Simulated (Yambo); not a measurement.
Mg₂Si (space group Fm-3m, No. 225), G0W0@LDA in Yambo; all else as in the reference (4×4×4 Γ-centred k mesh, bands 9 to 143 and a 10 Ry block in the screening, 143 bands in G with the Bruneval-Gonze terminator, plasmon pole fitted at 27.2 eV). One parameter is varied: the k mesh, over 2×2×2, 4×4×4, 6×6×6.

From which value on does the gap Γ → X stay within 0.05 eV of the largest setting?

From 4×4×4 on.
| k mesh | G0W0 gap (eV) | valence shift (eV) | rough Yambo cost |
|---|---|---|---|
| 2×2×2 | 0.93 | -0.69 | about 1/7 |
| 4×4×4 | 0.71 | -0.57 | 1 |
| 6×6×6 | 0.68 | -0.56 | about 7× |
The last step of the sweep still moves the gap by 34 meV; the other settings are held fixed.

Geometry relaxed with LDA; primitive cell a = b = c = 4.426 Å, α = β = γ = 60.00°.

A shift is the quasiparticle energy of the state minus its LDA energy.
